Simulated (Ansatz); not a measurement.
The start is a generated cell, TiRh built in the AFLOW prototype AB_oP8_57_d_d (as in TlF). A full variable-cell relaxation at zero pressure is run with PBEsol (plane waves to 420 eV, PAW, scalar-relativistic; Ansatz, a first-principles code). The first steps use a coarse 6×7×7 k-mesh.

Starting cell:
```
TiRh
1.0
    5.38345     0.00000     0.00000
    0.00000     4.84740     0.00000
    0.00000     0.00000     4.57750
Ti Rh
4 4
Cartesian
  1.37278   2.47024   1.14438
  1.37278   4.80087   3.43313
  4.01067   0.04654   1.14438
  4.01067   2.37717   3.43313
  4.62600   2.72812   1.14438
  4.62600   4.54298   3.43313
  0.75745   0.30442   1.14438
  0.75745   2.11928   3.43313
```

Outcome: The space group stays Pbcm (No. 57) (the run could not lower it); the end is AFLOW prototype AB_oP8_57_d_d (as in TlF), with 8 atoms in the primitive cell
Energy released: 0.74 eV/atom
Shortest distances (start → end): The closest pairs of elements (up to four, under 3.6 Å), start → end: Rh–Ti 2.15 → 2.51 Å; Rh–Rh 2.81 → 2.94 Å; Ti–Ti 3.27 → 2.93 Å
Optimiser moves: 15

Relaxed structure:

```cif
data_Rh4Ti4
_chemical_formula_sum 'Ti4 Rh4'
_space_group_name_H-M_alt 'Pbcm'
_space_group_IT_number 57
_space_group_name_Hall '-P 2c 2b'
_cell_length_a 5.09567
_cell_length_b 5.05861
_cell_length_c 4.68535
_cell_angle_alpha 90.000
_cell_angle_beta 90.000
_cell_angle_gamma 90.000
loop_
_space_group_symop_operation_xyz
  'x, y, z'
  '-x, -y, -z'
  '-x, -y, z+1/2'
  'x, y, -z+1/2'
  'x, -y+1/2, -z'
  '-x, y+1/2, z'
  '-x, y+1/2, -z+1/2'
  'x, -y+1/2, z+1/2'
loop_
_atom_site_label
_atom_site_type_symbol
_atom_site_symmetry_multiplicity
_atom_site_Wyckoff_symbol
_atom_site_fract_x
_atom_site_fract_y
_atom_site_fract_z
_atom_site_occupancy
Ti1 Ti 4 d 0.67395 0.07541 0.25000 1
Rh1 Rh 4 d 0.18187 0.07417 0.25000 1
```

Final values are on a 9×9×10 k-mesh of the relaxed cell. The start holds a very short contact (Rh–Ti 2.15 Å). No spin polarisation in the result.

The run could not lower the symmetry of its start; a shaken copy of this end point relaxes with PBEsol to P2₁/c (No. 14), 0.08 eV/atom lower.

The relaxed structure here is a generated cell of TiRh: the first start was made by placing the elements on the sites of a structure type, and the end was not matched to a known phase here, so it may be hypothetical.
